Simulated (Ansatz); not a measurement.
SiSnGeC:
Space group R3m, hexagonal axes (No. 160); a = 3.725 Å, b = 3.725 Å, c = 18.361 Å, α = 90.00°, β = 90.00°, γ = 120.00°

| atom | site | symmetry | x | y | z |
|---|---|---|---|---|---|
| C | 3a | 3m | 0.0000 | 0.0000 | 0.9916 |
| Si | 3a | 3m | 0.0000 | 0.0000 | 0.8887 |
| Ge | 3a | 3m | 0.0000 | 0.0000 | 0.5063 |
| Sn | 3a | 3m | 0.0000 | 0.0000 | 0.3634 |
(The calculation used a cell of 4 atoms; values per cell refer to that cell.)

Relaxed at zero pressure with PBEsol in the plane-wave PAW code Ansatz.

### Question
The volume is raised by 3 % and shape and atoms relax at that volume. What pressure results, and how do the axes share the change?

### Answer
-2.7 GPa; a 1.0 %, b 1.0 %, c 0.9 %; the energy rises by 5 meV/atom.

### Question
Give the new structure.

### Answer

Space group R3m, hexagonal axes (No. 160); a = b = 3.763 Å, c = 18.532 Å, α = β = 90.00°, γ = 120.00°

| atom | site | symmetry | x | y | z |
|---|---|---|---|---|---|
| C | 3a | 3m | 0.0000 | 0.0000 | 0.0088 |
| Si | 3a | 3m | 0.0000 | 0.0000 | 0.1112 |
| Ge | 3a | 3m | 0.0000 | 0.0000 | 0.4934 |
| Sn | 3a | 3m | 0.0000 | 0.0000 | 0.6367 |

The phase is kept; no other phase was compared at this pressure.

The start of the workflow was typed in or built on a structure type; neither database checked (COD, Materials Project) lists it. Its standing as an ambient phase is unchecked. The PBEsol relaxation kept the symmetry of its start; its stability against distortions is not shown here. The volume moved by 21 % from the start of the relaxation. Its formation energy is positive at this level, so the cell may be metastable or incomplete. Spin–orbit coupling is left out wherever it is not named.

Potentials: the later of the program's two PAW sets.
